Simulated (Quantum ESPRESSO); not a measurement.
Si6AlN, a curve over one atom's position

A calculation, not a measurement. The program is pw.x of Quantum ESPRESSO 7.5 (plane-wave density functional theory). The cell is made up: 8 atoms on a zincblende/diamond lattice, with randomly drawn elements, strain and displacements, not relaxed. PseudoDojo standard norm-conserving files (v0.5 for PBE, v0.4.1 for LDA and PBEsol) set the functional; there is no spin polarisation, spin-orbit coupling or dispersion term, and the masses in the input are unused placeholders.

Seven runs move atom 5 (Al, counted in the order of the input) along x and keep all else fixed.

Input of the run at +0.0171:

```
&control calculation='scf', pseudo_dir='./dojo.nc.sr.pbe.v0_5.standard.upf', outdir='./o', disk_io='medium', tprnfor=.true., tstress=.true. /
&system ibrav=0, nat=8, ntyp=3, nbnd=26, ecutwfc=84.00895049, nosym=.true., tot_charge=0,
 occupations='smearing', smearing='fd', degauss=0.0073498644
/
&electrons conv_thr=7.350e-09, electron_maxstep=60, /
ATOMIC_SPECIES
Al 1.0 Al.upf
N 1.0 N.upf
Si 1.0 Si.upf
CELL_PARAMETERS angstrom
5.413 -0.0013 0.0225
-0.0013 5.4704 -0.0306
0.0225 -0.0306 5.4695
ATOMIC_POSITIONS angstrom
Si -0.0023 -0.0008 0.0341
Si -0.0269 2.8366 2.8105
Si 2.7636 0.0277 2.8115
Si 2.6721 2.6804 0.0499
Al 1.4783 1.4288 1.2956
Si 1.4363 4.03 4.1741
Si 4.0312 1.2373 4.1203
N 4.1477 4.0657 1.3527
K_POINTS automatic
6 6 6 1 1 1
```

| shift of atom 5 along x (Å) | free energy less that of the input shown (eV) | Fx on atom 5 (eV/Å) | Fy on atom 5 (eV/Å) | Fz on atom 5 (eV/Å) | pressure (GPa) | iterations |
| --- | --- | --- | --- | --- | --- | --- |
| -0.0706 | -0.1603 | -1.316 | -1.287 | 2.543 | -2.92 | 11 |
| -0.0566 | -0.1408 | -1.480 | -1.377 | 2.584 | -2.88 | 11 |
| -0.0481 | -0.1278 | -1.579 | -1.433 | 2.610 | -2.85 | 11 |
| +0.0171 | 0.0000 | -2.340 | -1.865 | 2.829 | -2.61 | 11 |
| +0.0499 | 0.0830 | -2.718 | -2.088 | 2.953 | -2.45 | 11 |
| +0.0594 | 0.1093 | -2.827 | -2.154 | 2.991 | -2.40 | 11 |

Question: one run is left out of the table, at -0.0236. Estimate its Fx on atom 5 (eV/Å).

Answer: -1.865. The whole row:

| shift of atom 5 along x (Å) | free energy less that of the input shown (eV) | Fx on atom 5 (eV/Å) | Fy on atom 5 (eV/Å) | Fz on atom 5 (eV/Å) | pressure (GPa) | iterations |
| --- | --- | --- | --- | --- | --- | --- |
| -0.0236 | -0.0856 | -1.865 | -1.593 | 2.688 | -2.77 | 11 |

A cubic fit gives dFx/dx = -11.65 eV/Å² at zero shift. Across the table the free energy follows the integral of the force to within 0.1 meV. A rerun of one of the cells at 1437 eV and a 8 x 8 x 8 mesh moved values by no more than 0.005 eV in energy, 0.02 GPa in stress and 0.013 eV/Å in force.